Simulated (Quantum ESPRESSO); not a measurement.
## Si2PBC4 (convergence and cost over cutoff and k mesh)

A calculation, not a measurement. The program is pw.x of Quantum ESPRESSO 7.5 (plane-wave density functional theory). The cell is made up: 8 atoms on a zincblende/diamond lattice, with randomly drawn elements, strain and displacements, not relaxed. PseudoDojo standard norm-conserving files (v0.5 for PBE, v0.4.1 for LDA and PBEsol) set the functional; there is no spin polarisation, spin-orbit coupling or dispersion term, and the masses in the input are unused placeholders.

Input of the run in row 2:

```
&control calculation='scf', pseudo_dir='./dojo.nc.sr.pbe.v0_5.standard.upf', outdir='./o', disk_io='medium', tprnfor=.true., tstress=.true. /
&system ibrav=0, nat=8, ntyp=4, nbnd=22, ecutwfc=82.02448710, nosym=.true., tot_charge=0,
 occupations='smearing', smearing='fd', degauss=0.0018374661
/
&electrons conv_thr=7.350e-09, electron_maxstep=60, /
ATOMIC_SPECIES
B 1.0 B.upf
C 1.0 C.upf
P 1.0 P.upf
Si 1.0 Si.upf
CELL_PARAMETERS angstrom
4.5014 0.0065 0.0025
0.0065 4.4443 0.0506
0.0025 0.0506 4.433
ATOMIC_POSITIONS angstrom
Si 0.0322 0.0428 0.038
P -0.0226 2.2753 2.216
B 2.3098 0.0115 2.2392
Si 2.2552 2.1869 0.0073
C 1.169 1.0744 1.0265
C 1.0863 3.4645 3.4041
C 3.3205 1.1457 3.3688
C 3.3492 3.4172 1.1237
K_POINTS automatic
4 4 4 1 1 1
```

The same cell was run at these settings. Meshes are shifted by half a step, and differences are from the last row, which is itself not exact.

| cutoff (eV) | k mesh | k points solved | threshold (eV) | free energy less the last row's (eV) | pressure (GPa) | largest stress difference (GPa) | largest force difference (eV/Å) | iterations | wall time (s) | k-point pools | processor |
| --- | --- | --- | --- | --- | --- | --- | --- | --- | --- | --- | --- |
| 781 | 2 x 2 x 2 | 4 | 1e-04 | 0.732 | -26.54 | 2.32 | 0.099 | 7 | 17 | 1 | AMD EPYC, Zen 5 class |
| 1116 | 4 x 4 x 4 | 32 | 1e-07 | 0.006 | -24.32 | 0.07 | 0.002 | 13 | 123 | 1 | AMD EPYC, Zen 5 class |
| 1347 | 6 x 6 x 6 | 108 | 1e-07 | 0.000 | -24.26 | 0.00 | 0.000 | 13 | 508 | 1 | AMD EPYC, Zen 5 class |

Each pool is one process. Wall times include start-up and a band step at six k points, which weighs most on the coarsest meshes. The runs were on shared virtual cores whose load varied, so times are rough.